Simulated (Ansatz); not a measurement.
AlBRu (Cmcm), relaxed and computed with several functionals in Ansatz (plane waves, PAW).

```csv
functional,a (Å),c (Å),V (Å³/atom),ΔH_f (eV/atom)
r²SCAN,?,?,?,?
PBEsol,2.854,3.397,10.93,-0.26
PBE,2.896,3.411,11.20,-0.23
```

### Question
Complete the blanks.

### Answer

- r²SCAN, a (Å): 3.233
- r²SCAN, c (Å): 3.058
- r²SCAN, V (Å³/atom): 11.09
- r²SCAN, ΔH_f (eV/atom): -0.24

Typed or built starts, not in the databases checked: AlBRu, Cmcm (Al on 4c, B on 4c, Ru on 4c). All cells were relaxed under the symmetry of their starts (and spin orders); stability against distortions was not tested throughout. Rows with no word on spin ran without spin polarisation. Spin–orbit coupling is left out wherever it is not named.

Potentials: the later of the program's two PAW sets.

Ansatz (a quantum-chemistry and plane-wave program) is a plane-wave DFT program.

Formation energies count from the lowest solids of the elements computed at the same level, not from gases.
